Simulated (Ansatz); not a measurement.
MgTe:
```yaml
crystal:
  lattice:
    - [4.17903, 0.00000, 0.00000]
    - [-2.08951, 3.61914, 0.00000]
    - [0.00000, 0.00000, 6.81447]
  atoms:
    - { symbol: Mg, position: [0.00000, 0.00000, 0.50000] }
    - { symbol: Mg, position: [0.00000, 0.00000, 0.00000] }
    - { symbol: Te, position: [0.33333, 0.66667, 0.25000] }
    - { symbol: Te, position: [0.66667, 0.33333, 0.75000] }
```

Plane-wave PAW PBEsol (Ansatz code) gives a gap of 0.84 eV without spin–orbit coupling, maximum at Γ, minimum at K.

What happens when spin–orbit coupling is switched on?

The gap drops by 0.25 eV, to 0.59 eV; maximum at Γ, minimum at K.

Give the electron effective mass with spin–orbit coupling.

0.23, 0.32, 0.32 mₑ (principal values).

Give the hole effective mass with spin–orbit coupling.

0.12, 0.61, 0.61 mₑ (principal values).

Space group P6_3/mmc (NiAs type). The first step of the workflow began from a Materials Project structure, measured or hypothetical; the Crystallography Open Database copy checked does not list it. COD files the formula under space group No. 186. Whether it is the stable phase at ambient conditions was not checked. Symmetry was held in the PBEsol relaxation; whether a distortion lowers the energy is not shown.

Potentials: the later of the program's two PAW sets.
